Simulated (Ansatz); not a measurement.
Input and command of a plane-wave DFT calculation in Ansatz:

```yaml
crystal:
  lattice:
    - [-5.834009, 5.834009, 6.094229]
    - [5.834009, -5.834009, 6.094229]
    - [5.834009, 5.834009, -6.094229]
  atoms:
    - { symbol: Rb, position: [0.308589, 0.308589, 0.617178] }
    - { symbol: Rb, position: [0.691411, 0.691411, 0.382822] }
    - { symbol: Rb, position: [0.308589, 0.691411, 0.0] }
    - { symbol: Rb, position: [0.691411, 0.308589, 0.0] }
    - { symbol: Rb, position: [0.8218225, 0.080407, 0.2585845] }
    - { symbol: Rb, position: [0.8218225, 0.563238, 0.7414155] }
    - { symbol: Rb, position: [0.080407, 0.8218225, 0.2585845] }
    - { symbol: Rb, position: [0.563238, 0.8218225, 0.7414155] }
    - { symbol: Rb, position: [0.1781775, 0.919593, 0.7414155] }
    - { symbol: Rb, position: [0.1781775, 0.436762, 0.2585845] }
    - { symbol: Rb, position: [0.919593, 0.1781775, 0.7414155] }
    - { symbol: Rb, position: [0.436762, 0.1781775, 0.2585845] }
    - { symbol: Pd, position: [0.0, 0.0, 0.0] }
    - { symbol: Pd, position: [0.5, 0.5, 0.0] }
    - { symbol: Pd, position: [0.0, 0.5, 0.5] }
    - { symbol: Pd, position: [0.5, 0.0, 0.5] }
basis:
  ecutwfc: 420
kpoints:
  mp_grid: { grid: [2, 2, 2] }
hamiltonian:
  xc: pbe
scf:
  occupations: { method: gaussian, width: 0.1 }
  lower_state_search: "off"
output:
  forces: true
  stress: true
  eigenvalues: true
```

```bash
ansatz run input.yaml --threads 1 --pin off --max-ram 2560MiB --backend cpu --events-out ev --progress --plain --runs-dir out
```

Processor: Arm Neoverse V1, 1 thread, on a host shared with other jobs.

How long does it run, and how much memory does it take?

About 27 s on 1 thread of Arm Neoverse V1, with other jobs on the host, peak memory 1 GiB. It solves 108 bands at 4 k points (the mesh reduced by the symmetry that the task leaves, which can be less than the crystal's) with about 16285 plane waves, in 8 SCF iterations.
